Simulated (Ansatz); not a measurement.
Space group P-3m1 (No. 164). a = 2.953 Å, b = 2.953 Å, c = 4.724 Å, α = 90.00°, β = 90.00°, γ = 120.00°
```csv
atom,site,symmetry,x,y,z
Ti,2d,3m.,0.6667,0.3333,0.2627
O,1a,-3m.,0.0000,0.0000,0.0000
```

Equation of state of this Ti2O structure (not necessarily the ground state), with shape and atoms relaxed at each volume where symmetry leaves them free. It has no gap at any of these volumes. These are results of DFT PBEsol, scalar-relativistic, plane waves, PAW in Ansatz, not measurements.

Settings: cutoff 420 eV, Γ-centred mesh 18×18×10 on the computed 3-atom cell, Gaussian smearing of 0.10 eV; no spin polarisation.

```csv
V (Å³/atom),E − E(largest V) (meV/atom),P (GPa)
10.464,69.67,32.97
10.821,8.06,22.69
11.177,-32.39,13.90
11.534,-54.75,6.41
11.891,-61.65,0.00
12.247,-55.39,-5.46
12.604,-37.91,-10.10
13.080,0.00,-15.22
```

Fit a third-order Birch–Murnaghan equation to E(V).

V0 = 11.89 Å³/atom, B0 = 196 GPa, B0' = 4.3.

Spin polarisation was left out, and a magnetic state may lie lower.